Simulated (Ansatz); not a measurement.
An element in the fcc structure gives these cold pressures by all-electron LAPW under PBEsol (Ansatz 0.2.0, scalar-relativistic, no spin polarisation).

| V (Å³/atom) | P (GPa) |
| --- | --- |
| 15.06 | -0.04 |
| 14.15 | 20.8 |
| 13.25 | 51.2 |
| 12.04 | 114.5 |
| 10.84 | 220.3 |
| 9.64 | 401.1 |
| 8.28 | 775.7 |
| 6.77 | 1659 |

Which element is it?

Pt. Its zero-pressure volume in this structure is near 15.1 Å³/atom; the volume and the steepness of P(V) together point to it, though neighbours can come close. This is the case that was computed; others weren't tested.
